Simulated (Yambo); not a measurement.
Yambo run on RbLiZnS$_{2}$ (space group I-4m2, No. 119). The wavefunctions are PBEsol (Quantum ESPRESSO, PseudoDojo norm-conserving, 84 Ry, scalar-relativistic) ones on a 4×4×4 mesh (22 occupied bands); a = 7.446 Å, b = 7.446 Å, c = 7.446 Å, α = 148.64°, β = 148.64°, γ = 44.95°.

Yambo input:

```
rim_cut
HF_and_locXC
RandQpts= 1000000
RandGvec= 1 Ry
EXXRLvcs= 84 Ry
VXCRLvcs= 336 Ry
% QPkrange
 1 | 1 | 22 | 23 |
 3 | 3 | 22 | 23 |
 6 | 6 | 22 | 23 |
 8 | 8 | 22 | 23 |
 13 | 13 | 22 | 23 |
%
```

k points by index: 1 = Γ, 3 = X, 6 = N, 8 = P, 13 = Z.

Table of the .hf output:

```
#    K-point    Band    Eo [eV]    Ehf [eV]    Vxc [eV]    Vnlxc [eV]
#
    1    22    0.000000    -3.312832    -14.13516    -17.44799
    1    23    2.308721    6.284931    -10.53150    -6.555292
    3    22    -1.379513    -5.193301    -11.67309    -15.48688
    3    23    3.765776    7.731801    -9.176326    -5.210300
    6    22    -0.358296    -3.950618    -13.17193    -16.76425
    6    23    3.377493    7.708364    -11.31205    -6.981181
    8    22    -1.393157    -5.212955    -11.59668    -15.41648
    8    23    4.235514    8.219444    -9.646589    -5.662659
    13    22    -0.048084    -3.366489    -14.06198    -17.38039
    13    23    3.241889    7.232455    -9.053090    -5.062523
```
Exchange alone, without screening.

Geometry of the Materials Project entry, not relaxed at this level.

The structure is a Materials Project entry; no match was found in the copy of COD used, and its stability was not checked.
